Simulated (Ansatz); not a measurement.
Theory: DFT PBE, scalar-relativistic, plane waves, PAW (Ansatz 0.2.0). All cells share a 420 eV cutoff and Γ-centred k meshes spaced at most about 0.3 Å⁻¹ (about 0.25 or finer for metals, 2π included). No spin polarisation in the final relaxations.

These are static total energies at zero pressure.

Compare these two cells of SnTeO4, each relaxed at this level.

A.

```cif
data_structure
_symmetry_space_group_name_H-M 'P4/mmm'
_symmetry_Int_Tables_number 123
_cell_length_a 3.1899
_cell_length_b 3.1899
_cell_length_c 6.6644
_cell_angle_alpha 90.000
_cell_angle_beta 90.000
_cell_angle_gamma 90.000
_cell_volume 67.81
loop_
_atom_site_label
_atom_site_type_symbol
_atom_site_symmetry_multiplicity
_atom_site_Wyckoff_symbol
_atom_site_fract_x
_atom_site_fract_y
_atom_site_fract_z
_atom_site_occupancy
Sn1 Sn 1 d 0.50000 0.50000 0.50000 1
Te1 Te 1 a 0.00000 0.00000 0.00000 1
O1 O 2 h 0.50000 0.50000 0.17048 1
O2 O 2 g 0.00000 0.00000 0.66505 1
```

B.

```cif
data_structure
_symmetry_space_group_name_H-M 'I422'
_symmetry_Int_Tables_number 97
_cell_length_a 5.0817
_cell_length_b 5.0817
_cell_length_c 5.7347
_cell_angle_alpha 90.000
_cell_angle_beta 90.000
_cell_angle_gamma 90.000
_cell_volume 148.09
loop_
_atom_site_label
_atom_site_type_symbol
_atom_site_symmetry_multiplicity
_atom_site_Wyckoff_symbol
_atom_site_fract_x
_atom_site_fract_y
_atom_site_fract_z
_atom_site_occupancy
Sn1 Sn 2 a 0.00000 0.00000 0.00000 1
Te1 Te 2 b 0.00000 0.00000 0.50000 1
O1 O 8 j 0.20369 0.70369 0.25000 1
```

Task: Which is lower in energy, and by how much?

Result: B is lower, by 238 meV/atom. A has space group P4/mmm (No. 123), 11.3 Å³/atom and no gap on its mesh; B has space group I422 (No. 97), 12.3 Å³/atom and no gap. Counting O or Te atoms around Sn (for each partner element, those within 1.25 times its shortest distance or 1.15 times the sum of covalent radii, where it is the nearest in units of that sum or under 1.3; a plus sign parts groups by distance over the sum of covalent radii), A has Sn 2+8 and B has Sn 10. The lower one is the more open, so pressure narrows the difference. Both come from invented guesses. A third cell relaxed alike, in P2_1, lies 0.74 eV/atom below the lower of the two.

Spin–orbit coupling, which can matter for Te, is left out. The zero gap of P4/mmm may come from the functional, which often closes small gaps. Cells relaxed within their symmetry can be saddle points.
